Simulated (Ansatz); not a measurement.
Frames from the relaxation of a relaxed InSe cell, doubled along one cell vector, shaken by Gaussian noise of σ = 0.08 Å a coordinate, as extended XYZ (Å, eV, eV/Å, GPa with compression positive). Level of theory: r2SCAN (plane waves to 500 eV, PAW, scalar-relativistic; Ansatz, a first-principles code). Γ-centred k-mesh 3×6×3 on the run's cell (coarser than for final values), Fermi–Dirac smearing 0.05 eV.

```xyz
8
Lattice="7.4929 0.0000 0.0000 0.0000 3.8207 0.0000 0.0000 0.0000 7.6271" Properties=species:S:1:pos:R:3:forces:R:3 pbc="T T T" step=1 free_energy=-44362.386 pressure=0.5 accepted=T
In     2.7925     1.8092     1.3449   -0.1767    0.2602   -0.0184
In     6.4666     1.9734     1.3787    0.4145   -0.1682   -0.1331
In     0.9687     1.8017     6.2479   -0.1305    0.3390    0.2996
In     4.7455     1.9420     6.1806   -0.4343    0.4248    0.5795
Se     2.8746     0.0661     5.4681   -0.2041   -0.2867   -0.1210
Se     6.4086     0.1473     5.3826    0.8592   -0.5354   -0.2590
Se     0.9175     0.0229     2.3019   -0.1155   -0.0884   -0.2805
Se     4.6897     0.0007     2.2832   -0.2126    0.0548   -0.0671
8
Lattice="7.5427 0.0013 -0.0156 0.0007 3.8096 0.0249 -0.0159 0.0496 7.6182" Properties=species:S:1:pos:R:3:forces:R:3 pbc="T T T" step=2 free_energy=-44362.557 pressure=0.1 accepted=T
In     2.7432     1.8938     1.2914    0.2307    0.1489    0.2199
In     6.5647     1.9606     1.2564   -0.1881   -0.0243    0.1777
In     0.9554     1.8943     6.4349   -0.0664    0.1559   -0.3292
In     4.7582     1.9518     6.3367   -0.0337    0.0503   -0.1696
Se     2.8096     0.0658     5.5263    0.2160   -0.0571   -0.0810
Se     6.6046     0.1130     5.4352    0.1179   -0.1550   -0.0688
Se     0.8830     0.0338     2.1367   -0.1007   -0.0861    0.2449
Se     4.6809     0.0319     2.1228   -0.1756   -0.0328    0.0057
8
Lattice="7.4625 0.0003 -0.0125 0.0002 3.8186 0.0302 -0.0128 0.0602 7.6479" Properties=species:S:1:pos:R:3:forces:R:3 pbc="T T T" step=3 free_energy=-44362.658 pressure=0.1 accepted=T
In     2.6569     1.9151     1.3322    0.0625    0.0963    0.1424
In     6.4485     1.9548     1.2852   -0.1771   -0.0132    0.1107
In     0.9895     1.9287     6.4286    0.0348    0.1196   -0.2152
In     4.7653     1.9668     6.3481    0.0371    0.0264   -0.1399
Se     2.8514     0.0770     5.5137    0.2029   -0.0355    0.0035
Se     6.6157     0.1047     5.4050    0.1045   -0.0905    0.0320
Se     0.8065     0.0272     2.2253   -0.1115   -0.0618    0.0915
Se     4.5578     0.0276     2.1444   -0.1530   -0.0413   -0.0252
```

The path has 37 moves and ends in C2/m (No. 12), 0.32 eV/atom below its start. Free energies are of the whole cell and compare only within this code, potentials and settings.  No spin polarisation in the result. Without a van der Waals term the distances between weakly bound units are poorly fixed.

Of the parent cell (Pmma (No. 51)): it is a generated cell of InSe: the first start was made by placing the elements on the sites of a structure type, and the end was not matched to a known phase here, so it may be hypothetical. Known forms of InSe include space group No. 194.

The first start was generated by placing the elements on the sites of a structure type. Materials Project lists a structure of InSe in the same space group, C2/m (No. 12); the sites were not compared with it, nor with measured phases. Known forms of InSe include space group No. 194.
